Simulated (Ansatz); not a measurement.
Data:

C (diamond)

```
CELL_PARAMETERS angstrom
      0.00000     3.57157     3.57157
      1.78578     1.78578     3.57157
      1.78578     1.78578     0.00000
ATOMIC_POSITIONS crystal
  C  0.00000 0.50000 0.50000
  C  0.50000 0.50000 0.50000
  C  0.00000 0.75000 0.75000
  C  0.50000 0.75000 0.75000
```

A phonon eigenvector at X = (0.5, 0.5, 0.0) is frozen into this cell: atom i moves by Q times the vector below, so Q is the largest atomic displacement, in Å. The cell is held. It is one choice among 2 degenerate patterns. (q is in reciprocal vectors of the primitive cell; the cell shown is doubled to hold the pattern.)

```tsv
atom	x	y	z
C3	0.000	0.000	-1.000
C4	0.000	0.000	1.000
```

Atoms not listed stay in place.

Method: PBE (plane waves to 420 eV, PAW, scalar-relativistic; Ansatz, an electronic-structure program). k mesh 16×16×16 (Γ-centred), Fermi-Dirac smearing 0.05 eV. Energies are smeared free energies. C was relaxed with its symmetry unable to fall. The zero of ΔE is the undisplaced structure.

The scan covers Q from -0.100 to 0.100 Å in 13 points.

### Question
Which space group does the distorted structure have?

### Answer
P-4m2 (No. 115), lowered from Fd-3m.

### Question
Is this a single well or a double well?

### Answer
A single well with its minimum at or next to zero displacement.

### Question
What is the energy change at Q = 0.100 Å?

### Answer
624 meV/cell.

### Question
What harmonic wavenumber does the curvature at Q = 0 give?

### Answer
1192 cm⁻¹.

(A displaced cell: forces are minus the slopes of the energy, force constants its curvatures, and phonons follow from these.)
